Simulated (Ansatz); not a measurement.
Ansatz (an electronic-structure program) input:

Ansatz 0.2 input:
```yaml
crystal:
  lattice:
    - [3.2264996305, 0.0, 0.0]
    - [-1.6132498152, 2.7942306453, 0.0]
    - [0.0, 0.0, 2.9013591654]
  atoms:
    - { symbol: Hf, position: [0.0, 0.0, 0.0] }
    - { symbol: C, position: [0.3333333333, 0.6666666667, 0.5] }
kpoints:
  mp_grid: { grid: [15, 15, 14] }
hamiltonian:
  xc: r2scan
  pseudopotentials: { kind: paw }
scf:
  occupations: { method: gaussian, width: 0.05 }
checkpoint: { read: metal.run }
output: { write_density: true, elf: true, volumetric_format: npy }
basis: { fft_grid_basis: typed }
```

Output (shortened):

```
Pseudopotential: Hf, paw, valence charge 26
Pseudopotential: C, paw, valence charge 4
Functional definition: r2SCAN
Crystal: 2 atoms, lattice volume = 26.157 Å³
Basis set: ecut = 500 eV, 653 PW (Γ), exchange–correlation on 96×96×96 points (64 copies of the dense FFT grid, shifted against one another)
Bands: 23, of which v1, the nominal top of the filled ones, is band 15 counted from 1 (14 counted from 0)
Symmetry: 12 space group operations
Space group: P-6m2 (ITA 187), of the structure as read, at distance tolerance 3.0e-5 Å
k-points: 216 of 3150 (time reversal used)
Stability of the state it starts from, as read at its close in the unpolarized treatment …
iter 1 solved again at ethr=6.90e-9 eV; its pass at ethr=3.10e-3 eV (dr2=2.07e-6 eV) is discarded
SCF iter   1: F=—  HF=-15985.285710 eV  |F-HF|=—  |Δ(HF+E_count)|=         —  Δρ=1.44e-7  dr2=4.35e-12  dr2_τ=4.74e-13  ethr=6.90e-9  ⟨swp⟩=3.1  Hψ=34668  notcnv=0
preconditioner: auto → none
SCF iter   2: F=-15985.285710 eV  HF=-15985.285710 eV  |F-HF|=3.64e-12  |Δ(HF+E_count)|=   3.34e-9  Δρ=1.03e-7  dr2=2.79e-12  dr2_τ=1.47e-12  ethr=1.00e-12  ⟨swp⟩=5.9  Hψ=17450  notcnv=0
SCF 1 converged in 2 iterations: F = -15985.285710 eV  dr2 = 2.79e-12
SCF converged after 2 iterations
Free energy (F): -15985.285710 eV
Harris-Foulkes:  -15985.285710 eV  (|F-HF|=3.64e-12)
Internal energy: -15985.285370 eV  (E = F + TS)
E sigma→0 (E₀):  -15985.285540 eV
Entropy (-TS):   -0.000340 eV (-0.170 meV/atom)
Fermi energy:    19.114787 eV
--- Per-component energies (eV) ---
  E_band       = 67.009156
  E_kinetic    = 512.786549
  E_local      = -5187.831283  (includes V_loc(G=0)·N_el)
  E_nonlocal   = -1221.762333
  E_hartree    = 2445.668479
  E_xc         = -331.562911
  E_vxc        = -359.451435  (∫ρ·V_xc dr)
  E_paw        = -7052.876577  (= ΣΔE_a)
  E_vpaw       = 1414.239584  (= ΣTr[D̂ρ^β])
  E_aug_tail   = 0.000003  (compensation charges beyond the density's cutoff)
  E_vtau       = 17.690969  (kinetic-family band-sum trace: ∫τ·v_τ [+ j·A + Jᵃ·Aᵃ] dr)
  E_ewald      = -5150.004044
  E_core_change = 0.296748  (= ΣΔE_core)
  E_smearing   = -0.000340  (= −TS)
  E_closure    = 0.000000  (closes the sum)
  Σ components = -15985.285710   (vs F -15985.285710, Δ=0.00e0)
  [band-id]    e_kinetic+e_local+e_nonlocal+2·e_hartree+e_vxc+e_vpaw+e_augmentation_tail+e_vtau = 67.009011   (vs E_band 67.009156, Δ=-1.44e-4)
--- Band table (eV; the first three rows and the last of 216) ---
  k-point 0: bands = ["-43.9021", "-11.7904", "-11.7904", "-11.3831", "6.4065", "7.7009", "7.7204", "7.7491", "7.7491", "7.7537", "7.7537", "7.7976", "17.4352", "17.4352", "18.0793", "20.9011", "24.6311", "25.6287", "25.6287", "26.3087", "26.3087", "33.7459", "35.3832"]
  k-point 1: bands = ["-43.8988", "-11.7852", "-11.7852", "-11.4394", "6.5180", "7.7058", "7.7204", "7.7488", "7.7488", "7.7550", "7.7550", "7.7931", "17.4947", "17.4947", "17.9414", "20.9425", "24.7742", "24.7796", "24.7796", "26.9427", "26.9427", "34.0519", "35.4340"]
  k-point 2: bands = ["-43.8897", "-11.7703", "-11.7703", "-11.5944", "6.8319", "7.7206", "7.7218", "7.7435", "7.7435", "7.7635", "7.7635", "7.7886", "17.4208", "17.6656", "17.6656", "21.2896", "23.6766", "23.6766", "25.1367", "27.3312", "27.3312", "34.8072", "35.8144"]
  k-point 215: bands = ["-43.7970", "-12.2619", "-12.0899", "-12.0379", "7.5874", "7.6578", "7.6996", "7.7426", "7.7442", "7.8029", "7.8031", "9.5447", "14.2789", "15.5664", "18.9611", "21.0627", "25.7064", "26.5158", "28.3918", "30.5921", "30.6016", "30.9104", "32.2619"]
```

Cost: around 12 core-seconds (rough) on shared cores.

The start of the workflow was typed in or built on a structure type; neither database checked (COD, Materials Project) lists it. It is not the phase usual at ambient conditions (space group No. 225). Symmetry was held in the r²SCAN relaxation; its stability against distortions is not shown here. No spin polarisation was allowed. Scalar-relativistic: spin–orbit coupling is off unless named, which matters more the heavier the elements.

Potentials: the later of the program's two PAW sets.

Ansatz is a plane-wave DFT program.
